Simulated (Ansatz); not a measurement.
# Calculated with Ansatz: TaGe$_{2}$, relaxation

Run with:

```bash
ansatz run input.yaml --threads 2 --pin off --max-ram 3584MiB --backend cpu --events-out ev --progress --plain --runs-dir out
```

Input:

```yaml
crystal:
  lattice:
    - [2.462296, 4.264819, 0.0]
    - [-2.462296, 4.264819, 0.0]
    - [0.0, 0.0, 6.711727]
  atoms:
    - { symbol: Ge, position: [0.164, 0.164, 0.5] }
    - { symbol: Ge, position: [0.836, 0.328, 0.83333] }
    - { symbol: Ge, position: [0.672, 0.164, 0.16667] }
    - { symbol: Ge, position: [0.836, 0.836, 0.5] }
    - { symbol: Ge, position: [0.164, 0.672, 0.83333] }
    - { symbol: Ge, position: [0.328, 0.836, 0.16667] }
    - { symbol: Ta, position: [0.5, 0.5, 0.5] }
    - { symbol: Ta, position: [0.5, 0.0, 0.83333] }
    - { symbol: Ta, position: [0.0, 0.5, 0.16667] }
  symmetry: { tolerance: 0.0003 }
kpoints:
  mp_grid: { grid: [8, 8, 5], shift: [0, 0, 0] }
magnetization:
  spin_polarized: false
scf:
  occupations: { method: fermi_dirac, width: 0.0834 }
  lower_state_search: "off"
hamiltonian:
  pseudopotentials: { kind: paw }
  xc: r2scan
basis:
  ecutwfc: 500
  fft_grid_basis: typed
relax:
  max_steps: 80
  f_tol: 0.03
output:
  forces: true
  stress: true
  eigenvalues: true
  bader: true
  populations: true
  elf: true
  write_potential: true
  volumetric_format: npy
  dos:
    e_range: [-12, 8]
    de: 0.05
    projected: { site_lists: { Ge: [Ge], Ta: [Ta] } }
  write_density: true
checkpoint:
  read: saved_state
```

Origin of the cell: a database entry, scaled a little.

The saved state is a converged single point of the same cell.

Steps:

| step | ΔF (meV/atom) | max force component (eV/Å) | SCF iterations | step was |
| --- | --- | --- | --- | --- |
| 1 | 0.0 | 0.066 | 6 | accepted |
| 2 | 0.0 | 0.053 | 5 | accepted |
| 3 | -0.1 | 0.001 | 5 | accepted |

The starting structure.

Space group P6_222 (No. 180); the run's cell has a = 4.925 Å, b = 4.925 Å, c = 6.712 Å, α = 90.00°, β = 90.00°, γ = 60.00°. Shortest distances: Ge–Ge 2.64 Å, Ge–Ta 2.66 Å, Ta–Ta 3.33 Å.

The relaxed structure.

Space group P6_222 (No. 180); the run's cell has a = 4.925 Å, b = 4.925 Å, c = 6.712 Å, α = 90.00°, β = 90.00°, γ = 60.00°. Shortest distances: Ge–Ge 2.64 Å, Ge–Ta 2.66 Å, Ta–Ta 3.33 Å.

```xyz
9
Lattice="2.4623 4.2648 0.0000 -2.4623 4.2648 0.0000 0.0000 0.0000 6.7117" Properties=species:S:1:pos:R:3 pbc="T T T"
Ge    0.0000    1.3938    3.3559
Ge    1.2552    4.9617    5.5931
Ge    1.2552    3.5679    1.1186
Ge    0.0000    7.1358    3.3559
Ge   -1.2552    3.5679    5.5931
Ge   -1.2552    4.9617    1.1186
Ta    0.0000    4.2648    3.3559
Ta    1.2311    2.1324    5.5931
Ta   -1.2311    2.1324    1.1186
```

```
Free energy lowered by  : 0.1 meV/atom
Final pressure          : 3.89 GPa
Relaxation steps listed : 3
```

Caveats: no moments, though an odd count or open d shells may carry them; no spin-orbit coupling, though heavy elements are present; the SCF threshold is looser than advised for a stress; the relaxation held the start's symmetry, so the end may be a saddle point.

It ran for 160 s of wall time on 2 CPU thread(s) of a shared host, from a saved density.
